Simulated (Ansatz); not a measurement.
Wurtzite alloy of AlN and SiC (45 of 48 Al sites, 45 of 48 N sites exchanged), 96 atoms

Ansatz, PAW, plane waves. PBEsol relaxation of cell lengths and atoms (angles held) at the single k point (¼, ¼, ¼) without its symmetry partners; single points on the relaxed atoms at the Γ point alone, onto which points of the small cell's zone fold. Arrangement: random. No spin–orbit coupling unless named.

Relaxed structure:

```
Si Al C N
1.0
     9.23922    0.00000    0.00000
     0.00000   10.67428    0.00000
     0.00000    0.00000   10.09198
Si Al C N
45 3 45 3
Direct
  0.16717 0.08458 0.24795
  0.16672 0.08097 0.75320
  0.99829 0.33377 0.24870
  0.99744 0.33176 0.75147
  0.49920 0.08268 0.24918
  0.49852 0.08269 0.75054
  0.33320 0.33561 0.24918
  0.33465 0.33214 0.75122
  0.16552 0.58543 0.24915
  0.16495 0.58579 0.75126
  0.99835 0.83211 0.24909
  0.00038 0.83440 0.75256
  0.83238 0.08215 0.24890
  0.83344 0.08303 0.75043
  0.66739 0.33256 0.24794
  0.66604 0.33250 0.75147
  0.50119 0.58565 0.25051
  0.50140 0.58262 0.75219
  0.33493 0.83181 0.25038
  0.33187 0.83625 0.75278
  0.83350 0.58305 0.75235
  0.66478 0.83253 0.25037
  0.66681 0.83536 0.75204
  0.99940 0.16809 0.49835
  0.00102 0.16669 0.00123
  0.33309 0.16796 0.49854
  0.33205 0.16671 0.00103
  0.16609 0.41803 0.49657
  0.16648 0.41759 0.00048
  0.99633 0.66780 0.49931
  0.99960 0.66601 0.00026
  0.66626 0.16635 0.49944
  0.66609 0.16693 0.00007
  0.50095 0.41628 0.49901
  0.49882 0.41772 0.99928
  0.33447 0.66717 0.49613
  0.33444 0.66488 0.00136
  0.16602 0.91552 0.00214
  0.83180 0.41756 0.50050
  0.83407 0.41663 0.00005
  0.66786 0.66706 0.49980
  0.50008 0.91493 0.49939
  0.50140 0.91722 0.00011
  0.83335 0.91509 0.49908
  0.83179 0.91772 0.99999
  0.83209 0.58391 0.24965
  0.16532 0.91538 0.49828
  0.66626 0.66796 0.00124
  0.00108 0.16601 0.19021
  0.00353 0.16701 0.68571
  0.33281 0.16869 0.18997
  0.32966 0.16759 0.68587
  0.16596 0.41759 0.18838
  0.00801 0.67015 0.18449
  0.00273 0.66688 0.68795
  0.66506 0.16524 0.18811
  0.66553 0.16595 0.68763
  0.49967 0.41732 0.18813
  0.49695 0.41746 0.68678
  0.33268 0.66524 0.18869
  0.16777 0.91838 0.19192
  0.16710 0.91626 0.69447
  0.83338 0.40806 0.18475
  0.83420 0.41513 0.68857
  0.65818 0.67122 0.19467
  0.66414 0.66796 0.68917
  0.49835 0.91829 0.18781
  0.49759 0.91534 0.68743
  0.83230 0.91711 0.18738
  0.83452 0.91700 0.68724
  0.16666 0.08270 0.94031
  0.00082 0.33372 0.43966
  0.00290 0.33233 0.93649
  0.49710 0.08287 0.43787
  0.49752 0.08488 0.93798
  0.33167 0.33372 0.43939
  0.33085 0.33247 0.93697
  0.16645 0.58381 0.44171
  0.16827 0.58306 0.93485
  0.99237 0.83045 0.43434
  0.99905 0.83358 0.93951
  0.83507 0.08324 0.43756
  0.83486 0.08575 0.93811
  0.66630 0.33221 0.43750
  0.66547 0.33330 0.93777
  0.49888 0.58189 0.44159
  0.49099 0.57947 0.93336
  0.34008 0.82968 0.43676
  0.33364 0.83137 0.93891
  0.83308 0.58160 0.44773
  0.84101 0.57891 0.93579
  0.66620 0.83511 0.43966
  0.66656 0.84278 0.93485
  0.16800 0.41909 0.68710
  0.33135 0.66523 0.68691
  0.16659 0.09260 0.43434
```

What are the mean bond lengths by pair (pairs within 1.2 times the sum of covalent radii, less contacts 15 % beyond the pair's median; cation–cation pairs of compounds aside; long ionic contacts are cut short by that bound)?

Al–C 1.974 ± 0.020 Å (standard deviation, 11 bonds); Al–N 1.999 ± 0.000 Å (standard deviation, 1 bonds); C–Si 1.882 ± 0.023 Å (standard deviation, 169 bonds); N–Si 1.902 ± 0.031 Å (standard deviation, 11 bonds).

What gap lies between the top filled and the lowest empty level in the single points?

HSE06 3.01 eV (2.9 min on 7 threads of Neoverse-V2).
